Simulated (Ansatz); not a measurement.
An Ansatz (a first-principles code) input:

Ansatz 0.2 input:
```yaml
crystal:
  lattice:
    - [0.0, 4.157444736, 4.157444736]
    - [4.157444736, 0.0, 4.157444736]
    - [4.157444736, 4.157444736, 0.0]
  atoms:
    - { symbol: Na, position: [0.5, 0.5, 0.5] }
    - { symbol: Sb, position: [0.0, 0.0, 0.0] }
    - { symbol: F, position: [0.7725672103, 0.7725672103, 0.2274327897] }
    - { symbol: F, position: [0.2274327897, 0.2274327897, 0.7725672103] }
    - { symbol: F, position: [0.2274327897, 0.7725672103, 0.7725672103] }
    - { symbol: F, position: [0.7725672103, 0.2274327897, 0.2274327897] }
    - { symbol: F, position: [0.7725672103, 0.2274327897, 0.7725672103] }
    - { symbol: F, position: [0.2274327897, 0.7725672103, 0.2274327897] }
kpoints:
  mp_grid: { grid: [4, 4, 4] }
hamiltonian:
  xc: hse06
  pseudopotentials: { kind: paw }
scf:
  n_extra_bands: 8
  occupations: { method: fixed }
output:
  eigenvalues: true
  eigenstates:
    e_range: [-9.0, 17.4]
    kpoints:
      - [0.0, 0.0, 0.0]  # VBM
      - [0.0, 0.0, 0.0]  # CBM
      - [0.0, 0.0, 0.0]  # GAMMA
      - [0.5, 0.0, 0.5]  # X
      - [0.5, 0.5, 0.5]  # L
      - [0.5, 0.25, 0.75]  # W
      - [0.375, 0.375, 0.75]  # K
      - [0.625, 0.25, 0.625]  # U
```

Problem. How many symmetry operations and irreducible k-points will the run report?

Solution. 48 operations, 8 of 64 k-points.

Problem. With a cutoff of 420 eV, how many plane waves at Γ?

Solution. 2741.

It took about 7 core-minutes (a rough figure) on shared server cores.

The points marked VBM and CBM come from a semilocal run.

Space group Fm-3m. The workflow started from a Materials Project entry (that database holds measured and hypothetical structures alike); the Crystallography Open Database files this formula in space group No. 225, but the cells were not matched. Its standing as an ambient phase is unchecked. The r²SCAN relaxation kept the symmetry of its start; its stability against distortions is not shown here. Spin–orbit coupling is left out wherever it is not named.

Potentials: the later of the program's two PAW sets.

Ansatz is a plane-wave DFT program.
